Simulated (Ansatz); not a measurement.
**Band table of HfB$_{2}$**

```yaml
crystal:
  lattice:
    - [3.14511, 0.00000, 0.00000]
    - [-1.57255, 2.72374, 0.00000]
    - [0.00000, 0.00000, 3.48738]
  atoms:
    - { symbol: Hf, position: [0.00000, 0.00000, 0.00000] }
    - { symbol: B, position: [0.33333, 0.66667, 0.50000] }
    - { symbol: B, position: [0.66667, 0.33333, 0.50000] }
```

The cell comes from a relaxation on PAW files under the same functional, begun from a database entry that needn't be the ground state.

All numbers are PBE results (scalar-relativistic) from Ansatz 0.2.0, with a Γ-centred 13×13×10 k mesh, Fermi–Dirac smearing of 0.05 eV, no spin polarisation. Methods: LAPW: all electrons, basis error target 0.5 meV/atom.

Spin–orbit coupling is left out, which matters for the heavy atoms.

Path points, in fractions of the reciprocal vectors: Γ (0.000, 0.000, 0.000), M (0.500, 0.000, 0.000), K (0.333, 0.333, 0.000), A (0.000, 0.000, 0.500), L (0.500, 0.000, 0.500), H (0.333, 0.333, 0.500). Levels in eV from the Fermi level; bands 15 to 30, counted from the lowest band of the run. The gap is zero, the pressure 0.10 GPa.

```
# k(1/Å) point b15 b16 b17 b18 b19 b20 b21 b22 b23 b24 b25 b26 b27 b28 b29 b30
0.000 Γ -13.86 -11.92 -11.91 -11.89 -11.89 -11.89 -11.89 -11.80 -3.14 -3.04 -3.04 -2.89 3.84 3.84 4.46 4.46
0.165 - -13.75 -11.92 -11.90 -11.89 -11.89 -11.89 -11.89 -11.80 -3.36 -3.05 -3.03 -2.99 3.57 3.76 3.90 3.98
0.330 - -13.43 -11.92 -11.90 -11.90 -11.89 -11.89 -11.88 -11.81 -4.14 -3.23 -3.07 -2.74 2.57 3.55 3.55 4.19
0.494 - -12.94 -11.91 -11.90 -11.90 -11.89 -11.88 -11.88 -11.83 -5.16 -3.54 -3.14 -2.46 1.98 3.28 3.60 3.91
0.659 - -12.32 -11.91 -11.90 -11.88 -11.87 -11.87 -11.86 -11.84 -6.25 -3.84 -3.26 -2.43 2.13 2.99 3.23 4.01
0.824 - -12.01 -11.91 -11.91 -11.88 -11.86 -11.86 -11.85 -11.40 -7.34 -4.07 -3.40 -2.66 2.58 2.76 3.06 4.65
0.989 - -11.98 -11.92 -11.91 -11.87 -11.86 -11.86 -11.84 -10.56 -8.40 -4.22 -3.49 -2.91 2.15 2.60 4.45 5.26
1.153 M -11.98 -11.92 -11.91 -11.87 -11.87 -11.86 -11.84 -9.89 -9.13 -4.26 -3.53 -3.00 2.00 2.55 5.36 5.52
1.249 - -11.98 -11.92 -11.91 -11.87 -11.87 -11.86 -11.83 -9.85 -9.11 -4.23 -3.99 -2.55 1.31 3.30 4.95 5.34
1.344 - -11.98 -11.92 -11.91 -11.87 -11.87 -11.86 -11.83 -9.73 -9.07 -4.65 -4.14 -1.91 0.46 4.22 4.32 5.23
1.439 - -11.97 -11.92 -11.91 -11.87 -11.87 -11.86 -11.83 -9.53 -9.00 -5.34 -3.98 -1.24 -0.33 3.54 4.96 5.39
1.534 - -11.97 -11.93 -11.90 -11.88 -11.87 -11.87 -11.83 -9.26 -8.89 -6.05 -3.75 -1.04 -0.51 2.93 4.55 6.48
1.629 - -11.96 -11.93 -11.90 -11.88 -11.87 -11.87 -11.83 -8.94 -8.76 -6.75 -3.47 -1.68 0.25 2.40 4.05 7.55
1.724 - -11.96 -11.94 -11.89 -11.88 -11.88 -11.87 -11.83 -8.59 -8.58 -7.42 -3.12 -2.24 1.01 1.95 3.56 8.52
1.819 K -11.95 -11.95 -11.89 -11.88 -11.88 -11.87 -11.82 -8.39 -8.39 -7.86 -2.72 -2.72 1.58 1.58 3.28 9.18
2.010 - -11.96 -11.94 -11.89 -11.88 -11.88 -11.87 -11.83 -9.51 -7.88 -7.05 -3.41 -1.74 1.10 1.11 4.45 8.37
2.200 - -11.98 -11.92 -11.90 -11.89 -11.87 -11.86 -11.84 -10.67 -7.21 -5.97 -3.77 -0.57 0.01 1.00 5.88 7.28
2.390 - -12.05 -11.91 -11.90 -11.90 -11.86 -11.86 -11.85 -11.63 -6.39 -4.87 -3.83 -1.00 0.75 1.22 4.98 6.50
2.580 - -12.65 -11.91 -11.90 -11.90 -11.89 -11.87 -11.87 -11.83 -5.42 -3.90 -3.64 -1.86 1.75 2.09 3.64 5.46
2.771 - -13.30 -11.91 -11.90 -11.90 -11.89 -11.89 -11.88 -11.82 -4.37 -3.32 -3.28 -2.53 2.53 3.18 3.20 4.62
2.961 - -13.72 -11.92 -11.90 -11.89 -11.89 -11.89 -11.89 -11.80 -3.45 -3.08 -3.02 -2.97 3.51 3.67 3.71 4.04
3.151 Γ -13.86 -11.92 -11.91 -11.89 -11.89 -11.89 -11.89 -11.80 -3.14 -3.04 -3.04 -2.89 3.84 3.84 4.46 4.46
3.280 - -13.78 -11.92 -11.91 -11.89 -11.89 -11.89 -11.89 -11.80 -3.93 -2.99 -2.99 -2.13 3.17 3.17 4.28 4.28
3.409 - -13.55 -11.93 -11.91 -11.89 -11.89 -11.89 -11.89 -11.80 -4.86 -2.83 -2.83 -1.27 2.31 2.31 3.81 3.81
3.537 - -13.18 -11.93 -11.91 -11.90 -11.90 -11.88 -11.88 -11.80 -5.80 -2.58 -2.58 -0.42 1.55 1.55 3.14 3.14
3.666 - -12.71 -11.93 -11.91 -11.90 -11.90 -11.88 -11.88 -11.80 -6.72 -2.24 -2.24 0.42 0.95 0.95 2.40 2.40
3.795 - -12.21 -11.91 -11.91 -11.91 -11.89 -11.87 -11.87 -11.80 -7.55 -1.85 -1.85 0.52 0.52 1.21 1.67 1.67
3.923 - -12.00 -11.91 -11.91 -11.91 -11.87 -11.87 -11.80 -11.63 -8.21 -1.47 -1.47 0.25 0.25 1.08 1.08 1.81
4.052 A -11.99 -11.91 -11.91 -11.91 -11.87 -11.87 -11.80 -11.43 -8.49 -1.29 -1.29 0.16 0.16 0.83 0.83 2.05
4.217 - -11.98 -11.91 -11.91 -11.90 -11.87 -11.87 -11.80 -11.41 -8.33 -2.08 -1.92 0.37 0.80 0.92 0.99 2.14
4.382 - -11.97 -11.91 -11.90 -11.89 -11.88 -11.87 -11.81 -11.34 -7.86 -3.34 -2.82 -0.55 1.45 1.64 2.21 2.39
4.546 - -11.95 -11.91 -11.89 -11.89 -11.88 -11.87 -11.83 -11.21 -7.16 -4.60 -3.62 -1.47 2.21 2.31 2.79 3.59
4.711 - -11.94 -11.91 -11.89 -11.88 -11.88 -11.86 -11.84 -11.02 -6.32 -5.74 -4.26 -2.21 2.86 3.20 3.26 4.94
4.876 - -11.94 -11.90 -11.90 -11.88 -11.87 -11.85 -11.85 -10.79 -6.68 -5.52 -4.72 -2.68 3.33 3.69 4.36 6.10
5.041 - -11.94 -11.91 -11.89 -11.89 -11.87 -11.85 -11.84 -10.57 -7.35 -5.01 -5.00 -2.84 3.71 3.92 5.48 6.87
5.205 L -11.94 -11.91 -11.89 -11.89 -11.86 -11.85 -11.83 -10.47 -7.60 -5.10 -4.84 -2.83 3.87 3.96 6.04 6.97
5.301 - -11.94 -11.91 -11.89 -11.89 -11.86 -11.85 -11.83 -10.44 -7.64 -5.14 -4.78 -2.85 3.98 3.99 6.06 6.97
5.396 - -11.94 -11.91 -11.89 -11.89 -11.87 -11.86 -11.83 -10.36 -7.76 -5.23 -4.61 -2.90 4.03 4.36 6.12 6.98
5.491 - -11.94 -11.90 -11.89 -11.89 -11.88 -11.86 -11.83 -10.23 -7.96 -5.36 -4.36 -2.97 4.11 4.89 6.23 6.89
5.586 - -11.93 -11.90 -11.89 -11.89 -11.89 -11.87 -11.83 -10.05 -8.22 -5.47 -4.04 -3.07 4.19 5.50 6.22 6.39
5.681 - -11.93 -11.90 -11.90 -11.90 -11.89 -11.87 -11.83 -9.82 -8.53 -5.56 -3.71 -3.16 4.26 5.66 6.05 6.59
5.776 - -11.92 -11.90 -11.90 -11.90 -11.89 -11.88 -11.82 -9.55 -8.88 -5.62 -3.44 -3.25 4.28 5.33 6.44 6.84
5.871 H -11.91 -11.91 -11.90 -11.90 -11.90 -11.88 -11.82 -9.22 -9.22 -5.64 -3.31 -3.31 4.26 5.24 6.71 6.71
6.062 - -11.92 -11.91 -11.90 -11.89 -11.89 -11.87 -11.83 -9.88 -8.44 -5.56 -3.61 -3.32 4.27 5.46 6.04 6.74
6.252 - -11.92 -11.92 -11.90 -11.88 -11.88 -11.86 -11.84 -10.42 -7.48 -5.30 -4.51 -3.10 3.87 5.13 5.26 6.42
6.442 - -11.93 -11.92 -11.90 -11.88 -11.88 -11.85 -11.85 -10.84 -6.35 -5.64 -4.82 -2.62 3.19 4.18 4.28 5.09
6.632 - -11.94 -11.92 -11.89 -11.89 -11.88 -11.87 -11.83 -11.12 -6.75 -5.07 -4.11 -1.85 2.42 3.20 3.23 3.72
6.823 - -11.96 -11.91 -11.90 -11.89 -11.88 -11.87 -11.82 -11.30 -7.66 -3.68 -3.17 -0.84 1.63 2.17 2.35 2.53
7.013 - -11.98 -11.91 -11.91 -11.90 -11.87 -11.87 -11.80 -11.40 -8.27 -2.25 -2.08 0.24 1.02 1.02 1.04 2.17
7.203 A -11.99 -11.91 -11.91 -11.91 -11.87 -11.87 -11.80 -11.43 -8.49 -1.29 -1.29 0.16 0.16 0.83 0.83 2.05
```
